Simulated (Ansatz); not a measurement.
The relaxed structure here is a generated cell of TiB2: the first start was made by a random draw of sites in a space group, and the end was not matched to a known phase here, so it may be hypothetical. Known forms of TiB2 include space group No. 191.

One stationary structure of TiB2. Calculation: PBEsol (plane waves to 420 eV, PAW, scalar-relativistic; Ansatz, a quantum-chemistry and plane-wave program).

```cif
data_B4Ti2
_chemical_formula_sum 'B4 Ti2'
_space_group_name_H-M_alt 'P 1'
_space_group_IT_number 1
_cell_length_a 5.67898
_cell_length_b 5.67898
_cell_length_c 5.67898
_cell_angle_alpha 148.465
_cell_angle_beta 148.465
_cell_angle_gamma 45.200
loop_
_space_group_symop_operation_xyz
  'x, y, z'
loop_
_atom_site_label
_atom_site_type_symbol
_atom_site_fract_x
_atom_site_fract_y
_atom_site_fract_z
_atom_site_occupancy
B1 B 0.66692 0.16692 0.50000 1
B2 B 0.91692 0.91692 0.00000 1
B3 B 0.08308 0.08308 0.00000 1
B4 B 0.83308 0.33308 0.50000 1
Ti1 Ti 0.50000 0.50000 0.00000 1
Ti2 Ti 0.25000 0.75000 0.50000 1
```

**Question.** Determine the symmetry and give the standard cell with its independent sites.

**Answer.** Space group I4₁/amd, origin choice 1 (No. 141); a = 3.086 Å, b = 3.086 Å, c = 10.486 Å, α = 90.00°, β = 90.00°, γ = 90.00°

```tsv
atom	site	symmetry	x	y	z
B	8e	2mm.	0.0000	0.0000	0.0831
Ti	4b	-4m2	0.0000	0.0000	0.5000
```

**Question.** Give the shortest distances between elements (the closest pairs, up to four, under 3.6 Å).

**Answer.** B–B 1.74 Å; B–Ti 2.33 Å; Ti–Ti 3.04 Å.

```yaml
volume_per_atom: 8.32 Å³
density: 4.62 g/cm³
band_gap: no gap (metallic)
```

No spin polarisation in the result.

It was reached from a disturbed copy of a P4/mmm (No. 123) cell, against which it lies -2.60 eV/atom.
